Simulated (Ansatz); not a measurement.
Ansatz (a first-principles code) input:

Ansatz 0.2 input:
```yaml
crystal:
  lattice:
    - [3.3853710257, -5.8952642245, 0.0]
    - [3.3853710257, 5.8952642245, 0.0]
    - [0.0, 0.0, 11.84440595]
  atoms:
    - { symbol: Sr, position: [0.5, 0.5, 0.75] }
    - { symbol: Sr, position: [0.5, 0.5, 0.25] }
    - { symbol: Ga, position: [0.2423389316, 0.7602700506, 0.0] }
    - { symbol: Ga, position: [0.7576610684, 0.2397299494, 0.0] }
    - { symbol: Ga, position: [0.7602700506, 0.2423389316, 0.5] }
    - { symbol: Ga, position: [0.2397299494, 0.7576610684, 0.5] }
    - { symbol: Te, position: [0.6567363614, 0.8140951743, 0.5] }
    - { symbol: Te, position: [0.3432636386, 0.1859048257, 0.5] }
    - { symbol: Te, position: [0.8140951743, 0.6567363614, 0.0] }
    - { symbol: Te, position: [0.1859048257, 0.3432636386, 0.0] }
    - { symbol: Te, position: [0.5, 0.0, 0.1717305928] }
    - { symbol: Te, position: [0.5, 0.0, 0.8282694072] }
    - { symbol: Te, position: [0.0, 0.5, 0.3282694072] }
    - { symbol: Te, position: [0.0, 0.5, 0.6717305928] }
kpoints:
  mp_grid: { grid: [5, 5, 3] }
hamiltonian:
  xc: r2scan
  pseudopotentials: { kind: paw }
scf:
  occupations: { method: fixed }
checkpoint: { read: static.run }
output: { write_density: true, elf: true, volumetric_format: npy }
```

Output (shortened):

```
Pseudopotential: Sr, paw, valence charge 10
Pseudopotential: Ga, paw, valence charge 13
Pseudopotential: Te, paw, valence charge 16
Functional definition: r2SCAN
Crystal: 14 atoms, lattice volume = 472.773 Å³
Basis set: ecut = 500 eV, 12015 PW (Γ), exchange–correlation on 200×200×360 points (64 copies of the dense FFT grid, shifted against one another)
Bands: 120, of which v1, the nominal top of the filled ones, is band 100 counted from 1 (99 counted from 0)
Symmetry: 8 space group operations
Space group: Cccm (ITA 66), of the structure as read, at distance tolerance 7.8e-5 Å
k-points: 18 of 75
Stability of the state it starts from, as read at its close in the unpolarized treatment …
iter 1 solved again at ethr=3.30e-7 eV; its pass at ethr=3.10e-3 eV (dr2=6.61e-4 eV) is discarded
SCF iter   1: F=—  HF=-78242.379502 eV  |F-HF|=—  |Δ(HF+E_count)|=         —  Δρ=3.46e-6  dr2=2.51e-8  dr2_τ=1.04e-8  ethr=3.30e-7  ⟨swp⟩=4.0  Hψ=12779  notcnv=0  defer=324
preconditioner: auto → Resta (q_TF=auto, 2.364 Å⁻¹)
SCF iter   2: F=—  HF=-78242.379453 eV  |F-HF|=—  |Δ(HF+E_count)|=   4.84e-5  Δρ=1.96e-6  dr2=9.43e-9  dr2_τ=8.80e-9  ethr=1.25e-11  ⟨swp⟩=16.6  Hψ=14920  notcnv=0
SCF iter   3: F=-78242.379453 eV  HF=-78242.379453 eV  |F-HF|=3.23e-9  |Δ(HF+E_count)|=   4.58e-9  Δρ=1.21e-6  dr2=3.32e-9  dr2_τ=1.50e-9  ethr=4.71e-12  ⟨swp⟩=1.0  Hψ=6292  notcnv=0
SCF 1 converged in 3 iterations: F = -78242.379453 eV  dr2 = 3.32e-9
SCF converged after 3 iterations
Free energy (F): -78242.379453 eV
Harris-Foulkes:  -78242.379453 eV  (|F-HF|=3.23e-9)
Internal energy: -78242.379453 eV  (E = F + TS)
E sigma→0 (E₀):  -78242.379453 eV
Fermi energy:    6.333255 eV
--- Per-component energies (eV) ---
  E_band       = -2910.430322
  E_kinetic    = 2389.928581
  E_local      = -23230.991783  (includes V_loc(G=0)·N_el)
  E_nonlocal   = -369.142235
  E_hartree    = 12311.145717
  E_xc         = -1496.249022
  E_vxc        = -1482.945513  (∫ρ·V_xc dr)
  E_paw        = -50944.073006  (= ΣΔE_a)
  E_vpaw       = -4924.921882  (= ΣTr[D̂ρ^β])
  E_aug_tail   = -0.000488  (compensation charges beyond the density's cutoff)
  E_vtau       = 85.360193  (kinetic-family band-sum trace: ∫τ·v_τ [+ j·A + Jᵃ·Aᵃ] dr)
  E_ewald      = -16902.371709
  E_core_change = -0.625509  (= ΣΔE_core)
  E_smearing   =  0.000000  (= −TS)
  E_closure    =  0.000000  (closes the sum)
  Σ components = -78242.379453   (vs F -78242.379453, Δ=0.00e0)
  [band-id]    e_kinetic+e_local+e_nonlocal+2·e_hartree+e_vxc+e_vpaw+e_augmentation_tail+e_vtau = -2910.421693   (vs E_band -2910.430322, Δ=8.63e-3)
--- Band table (eV; the first three rows and the last of 18) ---
  k-point 0: bands = ["-30.3841", "-30.3834", "-30.3810", "-30.3802", "-30.3801", "-30.3800", "-30.3760", "-30.3759", "-30.3707", "-30.3700", "-30.3690", "-30.3683", "-30.3660", "-30.3660", "-30.3641", "-30.3641", "-30.2809", "-30.2790", "-30.2768", …
  k-point 1: bands = ["-30.3839", "-30.3836", "-30.3808", "-30.3804", "-30.3800", "-30.3800", "-30.3760", "-30.3759", "-30.3706", "-30.3703", "-30.3688", "-30.3684", "-30.3660", "-30.3660", "-30.3641", "-30.3641", "-30.2804", "-30.2795", "-30.2768", …
  k-point 2: bands = ["-30.3838", "-30.3831", "-30.3814", "-30.3806", "-30.3801", "-30.3799", "-30.3762", "-30.3760", "-30.3705", "-30.3700", "-30.3688", "-30.3683", "-30.3661", "-30.3658", "-30.3642", "-30.3639", "-30.2804", "-30.2787", "-30.2768", …
  k-point 17: bands = ["-30.3841", "-30.3837", "-30.3812", "-30.3808", "-30.3801", "-30.3800", "-30.3754", "-30.3754", "-30.3706", "-30.3703", "-30.3688", "-30.3684", "-30.3659", "-30.3659", "-30.3642", "-30.3642", "-30.2784", "-30.2779", "-30.2772", …
```

Cost: very roughly 3 core-minutes on shared cores.

The first step of the workflow began from a Materials Project structure, measured or hypothetical; the Crystallography Open Database files this formula in space group No. 66, but the cells were not matched. Whether it is the stable phase at ambient conditions was not checked. The r²SCAN relaxation kept the symmetry of its start; its stability against distortions is not shown here. Scalar-relativistic: spin–orbit coupling is off unless named, which matters more the heavier the elements.

Potentials: the later of the program's two PAW sets.

Ansatz is a plane-wave DFT program.
